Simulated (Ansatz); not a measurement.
# P: stationary points along a deformation path

All numbers below come from DFT r2SCAN, scalar-relativistic, plane waves, PAW (Ansatz). Cutoff 500 eV, Γ-centred 18×18×18 k-points, Gaussian smearing of 0.15 eV. No spin polarisation. Energies are free energies at this smearing, counted from the undisturbed cell; pressure is positive in compression.

Zero of the scan (as given, not relaxed at this level; it stands at 0.6 GPa; this form isn't the usual structure):

```yaml
crystal:
  lattice:
    - [1.72573, 0.99635, 3.12968]
    - [-1.72573, 0.99635, 3.12968]
    - [0.00000, -1.99270, 3.12968]
  atoms:
    - { symbol: P, position: [0.22708, 0.22708, 0.22708] }
    - { symbol: P, position: [0.77292, 0.77292, 0.77292] }
```

At fixed volume and fractional coordinates, lengths along (0.000, 0.000, 1.000) are scaled against those across it; ρ is that ratio over its starting value. V = 16.144 Å³/atom. Δσ is the stress along the axis less the mean stress across it (compression positive).

```
    ρ  ΔE (meV/atom)  Δσ (GPa) space group
0.800          169.1     22.02         R-3m
0.850           88.4     17.13         R-3m
0.920           20.1      8.46         R-3m
0.960            3.0      3.41         R-3m
1.000            0.0     -0.93         R-3m
1.050            9.1     -4.51         R-3m
1.100           26.5     -6.76         R-3m
1.200           81.2    -12.16         R-3m
1.300          169.1    -21.14         R-3m
```

How does the stress give the slope of the energy, and where is the energy stationary?

Along the path d ln(length) is 2/3 d ln ρ on the axis and −1/3 d ln ρ across it, so dE/d ln ρ = −(2/3) V Δσ: the energy falls with ρ where Δσ is positive. Δσ vanishes or changes sign between ρ = 0.960 and 1.000, a minimum (near 0.99 by linear interpolation). Pairs of stationary points between two samples would go unseen, and could change a minimum read from distant neighbours into a maximum.

Integrate that slope from ρ = 1 to 0.850 by the trapezoid rule.

With V/N in Å³ and 1 eV/Å³ = 160.2 GPa the slopes at ρ = 1.000, 0.960, 0.920, 0.850 are 62, -229, -569, -1151 meV/atom per unit of ln ρ. The steps add 3.4 + 17.0 + 68.0 = 88.4 meV/atom, against 88.4 from the energies; the trapezoid rule misses the curvature of the slope within each step.

Forces appear on the atoms along this scan, and letting them relax would lower the energy and soften the response. In a metal these slopes depend on the k mesh and the smearing.